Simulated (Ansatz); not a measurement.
AlAs (zinc blende)

```
CELL_PARAMETERS angstrom
      0.00000     2.83733     2.83733
      2.83733     0.00000     2.83733
      2.83733     2.83733     0.00000
ATOMIC_POSITIONS crystal
  As 0.75000 0.75000 0.75000
  Al 0.00000 0.00000 0.00000
```

E(V) scan at fixed shape, V₀ the volume above. Symmetry pins the atoms to their sites.

All values below come from PBEsol (plane waves to 420 eV, PAW, scalar-relativistic; Ansatz, a program for electronic structure). k mesh 10×10×10 (Γ-centred), Fermi-Dirac smearing 0.05 eV. Energies are smeared free energies. AlAs was relaxed with its symmetry unable to fall. The zero of ΔE is the relaxed starting cell.

```tsv
V (Å³/cell)	ΔE (eV/atom)
38.37	0.1780
39.59	(withheld)
40.81	0.0712
42.03	0.0381
43.25	0.0161
44.47	0.0038
45.68	0.0000
46.90	0.0035
48.12	0.0133
49.34	0.0287
50.56	(withheld)
51.77	0.0732
52.99	0.1011
```

Task: Some entries are withheld; supply them.

Result: 
- 39.59, ΔE (eV/atom): 0.1172
- 50.56, ΔE (eV/atom): 0.0489

(Under strain, the slope of the energy per volume gives the stress and its curvature an elastic modulus.)
